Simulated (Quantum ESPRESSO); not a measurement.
Ag4OsTi2Pd, input and log of a self-consistent run

Simulated, not a measurement. The program is pw.x of Quantum ESPRESSO 7.5 (plane-wave density functional theory). The cell is made up: eight metal atoms on a hexagonal close-packed lattice, with elements, volume, strain and displacements drawn at random and not relaxed, so it may be unstable or far from any real phase. PseudoDojo standard norm-conserving files set the functional (PBE unless stated); there is no spin polarisation or spin-orbit coupling, the Fermi-Dirac width of 0.25 eV means electrons at about 2900 K, and the masses in the input are unused placeholders. Heavy elements are run without spin-orbit coupling, which real alloys of them have. A spin test at this wide smearing found no moment, but such smearing suppresses magnetism that the real alloy may have.

Input:

```
&control calculation='scf', pseudo_dir='./dojo.nc.sr.pbe.v0_5.standard.upf', outdir='./o', disk_io='medium', tprnfor=.true., tstress=.true. /
&system ibrav=0, nat=8, ntyp=4, nbnd=80, ecutwfc=84.00895049, nosym=.true., tot_charge=0,
 occupations='smearing', smearing='fd', degauss=0.0183746611
/
&electrons conv_thr=1.470e-08, electron_maxstep=70, mixing_beta=0.5 /
ATOMIC_SPECIES
Ag 1.0 Ag.upf
Os 1.0 Os.upf
Pd 1.0 Pd.upf
Ti 1.0 Ti.upf
CELL_PARAMETERS angstrom
-2.8407 -0.0164 0.0016
0.0312 4.9184 -4.7262
-0.0257 -4.9925 -4.8028
ATOMIC_POSITIONS angstrom
Ag 0.0628 -0.006 -0.032
Ag 0.0282 1.6724 -2.4097
Os 0.0352 -0.0242 -4.7491
Ag 0.037 1.5711 -7.1361
Ti -1.3613 -0.8816 -2.3455
Pd -1.4524 -2.4426 -4.8212
Ti -1.4373 -0.8965 -7.1897
Ag -1.3848 2.4021 -4.6994
K_POINTS automatic
8 4 4 1 1 1
```

The log is shortened where brackets say so; the opening notice, blank lines, dates and the lines on written files are dropped, and the path of the files is cut. It prints rydbergs, bohrs and kilobars, and counts compression as positive stress. Its total energy is the free energy E - TS of the whole cell.

```
     Program PWSCF v.7.5
     Parallel version (MPI & OpenMP), running on       1 processor cores
     Number of MPI processes:                 1
     Threads/MPI process:                     1
     [start-up lines left out]
     bravais-lattice index     =            0
     lattice parameter (alat)  =       5.3682  a.u.
     unit-cell volume          =     905.1316 (a.u.)^3
     number of atoms/cell      =            8
     number of atomic types    =            4
     number of electrons       =       134.00
     number of Kohn-Sham states=           80
     kinetic-energy cutoff     =      84.0090  Ry
     charge density cutoff     =     336.0358  Ry
     scf convergence threshold =      1.5E-08
     mixing beta               =       0.5000
     number of iterations used =            8  plain     mixing
     Exchange-correlation= PBE
                           (   1   4   3   4   0   0   0)
     [axes and pseudopotential details left out]
   Cartesian axes
     site n.     atom                  positions (alat units)
         1        Ag     tau(   1) = (   0.0221069  -0.0021121  -0.0112646  )
         2        Ag     tau(   2) = (   0.0099270   0.5887182  -0.8482626  )
         3        Os     tau(   3) = (   0.0123911  -0.0085189  -1.6717781  )
         4        Ag     tau(   4) = (   0.0130247   0.5530586  -2.5120498  )
         5        Ti     tau(   5) = (  -0.4792048  -0.3103408  -0.8256629  )
         6        Pd     tau(   6) = (  -0.5112738  -0.8598440  -1.6971588  )
         7        Ti     tau(   7) = (  -0.5059583  -0.3155859  -2.5309181  )
         8        Ag     tau(   8) = (  -0.4874773   0.8455872  -1.6542827  )
     number of k points=    64  Fermi-Dirac smearing, width (Ry)=  0.0184
                       cart. coord. in units 2pi/alat
        k(    1) = (  -0.0625485   0.0009355  -0.0745724), wk =   0.0312500
        k(    2) = (  -0.0621797  -0.0701521  -0.1485484), wk =   0.0312500
     [further k points left out]
     Dense  grid:    94219 G-vectors     FFT dimensions: (  32,  75,  80)
     Estimated max dynamical RAM per process >     176.68 MB
     Initial potential from superposition of free atoms
     starting charge     133.9946, renormalised to     134.0000
     Starting wfcs are   79 randomized atomic wfcs +    1 random wfcs
     total cpu time spent up to now is       27.4 secs
     per-process dynamical memory:    87.4 Mb
     Self-consistent Calculation
     iteration #  1     ecut=    84.01 Ry     beta= 0.50
     Davidson diagonalization with overlap
     ethr =  1.00E-02,  avg # of iterations =  3.0
     total cpu time spent up to now is      107.0 secs
     total energy              =   -1938.15930608 Ry
     estimated scf accuracy    <      19.14301308 Ry
     iteration #  2     ecut=    84.01 Ry     beta= 0.50
     Davidson diagonalization with overlap
     ethr =  1.00E-02,  avg # of iterations =  4.7
     total cpu time spent up to now is      207.5 secs
     total energy              =   -1943.08286722 Ry
     estimated scf accuracy    <     100.99388148 Ry
     iteration #  3     ecut=    84.01 Ry     beta= 0.50
     Davidson diagonalization with overlap
     ethr =  1.00E-02,  avg # of iterations =  4.8
     total cpu time spent up to now is      302.1 secs
     total energy              =   -1951.04673005 Ry
     estimated scf accuracy    <      17.16681922 Ry
     iteration #  4     ecut=    84.01 Ry     beta= 0.50
     Davidson diagonalization with overlap
     ethr =  1.00E-02,  avg # of iterations =  2.0
     total cpu time spent up to now is      365.4 secs
     total energy              =   -1951.15687432 Ry
     estimated scf accuracy    <       5.63116439 Ry
     iteration #  5     ecut=    84.01 Ry     beta= 0.50
     Davidson diagonalization with overlap
     ethr =  4.20E-03,  avg # of iterations =  4.9
     total cpu time spent up to now is      440.2 secs
     total energy              =   -1951.02697415 Ry
     estimated scf accuracy    <       2.84441445 Ry
     [iterations 6 to 15 left out]
     iteration # 16     ecut=    84.01 Ry     beta= 0.50
     Davidson diagonalization with overlap
     ethr =  1.35E-09,  avg # of iterations =  2.0
     total cpu time spent up to now is     1496.6 secs
     total energy              =   -1950.89999520 Ry
     estimated scf accuracy    <       0.00000185 Ry
     iteration # 17     ecut=    84.01 Ry     beta= 0.50
     Davidson diagonalization with overlap
     ethr =  1.35E-09,  avg # of iterations =  2.1
     total cpu time spent up to now is     1566.7 secs
     total energy              =   -1950.89999479 Ry
     estimated scf accuracy    <       0.00002131 Ry
     iteration # 18     ecut=    84.01 Ry     beta= 0.50
     Davidson diagonalization with overlap
     ethr =  1.35E-09,  avg # of iterations =  2.0
     total cpu time spent up to now is     1642.3 secs
     total energy              =   -1950.89999558 Ry
     estimated scf accuracy    <       0.00000013 Ry
     iteration # 19     ecut=    84.01 Ry     beta= 0.50
     Davidson diagonalization with overlap
     ethr =  9.35E-11,  avg # of iterations =  2.2
     total cpu time spent up to now is     1729.4 secs
     total energy              =   -1950.89999561 Ry
     estimated scf accuracy    <       0.00000004 Ry
     iteration # 20     ecut=    84.01 Ry     beta= 0.50
     Davidson diagonalization with overlap
     ethr =  2.99E-11,  avg # of iterations =  2.0
     total cpu time spent up to now is     1798.3 secs
     End of self-consistent calculation
     [lines on levels left out]
!    total energy              =   -1950.89999561 Ry
     estimated scf accuracy    <          5.4E-09 Ry
     smearing contrib. (-TS)   =      -0.11362355 Ry
     internal energy E=F+TS    =   -1950.78637206 Ry
     The total energy is F=E-TS. E is the sum of the following terms:
     one-electron contribution =    -724.86895331 Ry
     hartree contribution      =     433.16889021 Ry
     xc contribution           =    -303.56583895 Ry
     ewald contribution        =   -1355.52047001 Ry
     convergence has been achieved in  20 iterations
     Forces acting on atoms (cartesian axes, Ry/au):
     atom    1 type  1   force =    -0.00586831    0.02028407    0.00312705
     atom    2 type  1   force =     0.00020766   -0.01614565    0.02090501
     atom    3 type  2   force =    -0.00425892   -0.04939300    0.00271027
     atom    4 type  1   force =    -0.00110853    0.00347263   -0.00767153
     atom    5 type  4   force =    -0.00199071    0.01123432   -0.07496091
     atom    6 type  3   force =     0.00762943    0.01764621    0.00357787
     atom    7 type  4   force =     0.00545529    0.00934396    0.07089042
     atom    8 type  1   force =    -0.00006591    0.00355745   -0.01857818
     Total force =     0.123785     Total SCF correction =     0.000348
     Computing stress (Cartesian axis) and pressure
          total   stress  (Ry/bohr**3)                   (kbar)     P=      -17.68
  -0.00013618  -0.00006758   0.00001447          -20.03       -9.94        2.13
  -0.00006758   0.00017663  -0.00003052           -9.94       25.98       -4.49
   0.00001447  -0.00003052  -0.00040109            2.13       -4.49      -59.00
     init_run     :     24.97s CPU     27.27s WALL (       1 calls)
     electrons    :   1717.65s CPU   1771.00s WALL (       1 calls)
     forces       :     17.89s CPU     18.09s WALL (       1 calls)
     stress       :     77.06s CPU     77.42s WALL (       1 calls)
     [timing details left out]
     PWSCF        :  30m38.13s CPU  31m36.25s WALL
     JOB DONE.
```

In other units: free energy -26543.347 eV for the cell, pressure -1.77 GPa, largest force component 1.927 eV/Å in size. The run took 1898 s of wall time with one process on a shared machine (AMD EPYC, Zen 5, virtual cores), so the time is rough. A rerun of this cell at a higher cutoff and on a denser mesh moved values by no more than 0.002 eV in energy, 0.12 GPa in stress and 0.012 eV/Å in force, and a second program with other atomic files agreed on that cell to 2 % rms in force and 0.5 GPa in pressure.